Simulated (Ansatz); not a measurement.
# CdPd: energy along a strain

CdPd, P4/mmm, a = 3.028 Å, c = 3.631 Å (as given, not relaxed at this level: -1.3 GPa). The structure is a COD entry; whether it is the stable form wasn't checked. Ansatz: PBEsol, PAW, 420 eV, Γ-centred 16×16×14 mesh on 2 atoms, Gaussian smearing 0.15 eV; no spin polarisation. Cell vectors (Å): 3.028 0.000 0.000; 0.000 3.028 0.000; 0.000 0.000 3.631. The cell is strained by x per cent times the pattern (1 1 0 0 0 0) in the order xx yy zz yz xz xy (engineering shears), with fractional coordinates held. y is the free energy over the start, V0 = 16.642 Å³/atom.

```tsv
x (%)	y (meV/atom)
-4.00	?
-3.00	18.17
-2.00	5.44
-1.00	-0.39
0.00	0.00
1.00	5.99
2.00	16.98
3.00	32.42
3.50	41.66
4.00	51.82
```

Fit y = c1 x + c2 x² + c3 x³ to the other rows, get the stiffness along the pattern, and predict the missing energy.

Least squares on the rows shown. y = 3.2654 x + 2.8109 x² − 0.097652 x³. The clamped-ion stiffness p·C·p = 2 × 28.11 eV × 160.2 / 16.642 Å³ = 541 GPa (second derivative at the start, which stands under stress). At x = -4.00 the fit asked for gives 38.16 meV/atom. The run gave 38.50 meV/atom, so the fit is 0.34 meV/atom too low, 0.65 % of the span of the series, against an rms of 0.03 meV/atom on the fitted rows. The row lies outside the fitted range. With a term in x⁴ added, a fit to the same known rows predicts 38.51 meV/atom, so most of the miss is curvature that the known rows already hold.